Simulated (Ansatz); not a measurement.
ZnSe (zinc blende, F-43m), plane-wave PAW r²SCAN (Ansatz code). The conduction-band minimum lies at Γ, with 1 equivalent valley. Second derivatives d²E/dk² of the lowest band at one valley (eV·Å²), along Cartesian directions:

```
direction  d²E/dk²
---------  -------
[100]        61.48
[010]        61.48
[001]        61.48
[110]        61.43
[101]        61.43
[011]        61.43
```

Question: Find the principal effective masses, the density-of-states mass and the conductivity mass.

Answer: Off-diagonal terms follow from H_xy = H[110] − (H_xx + H_yy)/2, and m*/mₑ = 7.620 eV·Å² over each eigenvalue: 0.12, 0.12, 0.12. One valley's DOS mass (m₁m₂m₃)^(1/3) = 0.12, conductivity mass 3/(Σ 1/mᵢ) = 0.12 mₑ.

Question: What effective density of states Nc follows at 300 K for parabolic valleys?

Answer: Nc = 2.509e19 × 1 × (0.12)^(3/2) ≈ 1.0e18 cm⁻³.

Question: With the computed static dielectric constant 9.47 (mean of the diagonal), estimate a hydrogenic donor's binding energy and radius.

Answer: E = 13.606 eV × 0.12/9.47² ≈ 18 meV; a = 0.529 Å × ε/m* ≈ 42 Å. Semilocal masses tend to be too small where the gap is.

Question: With ε∞ = 6.39 and ω_LO = 248 cm⁻¹, what Fröhlich coupling constant follows?

Answer: α = (1/ε∞ − 1/ε0) √(m* × 13.606 eV/ħω_LO) = 0.37.

Symmetry was held in the r²SCAN relaxation; phonons on a q-mesh show no instability. Spin–orbit coupling is left out wherever it is not named.

Potentials: the earlier of the program's two PAW sets.
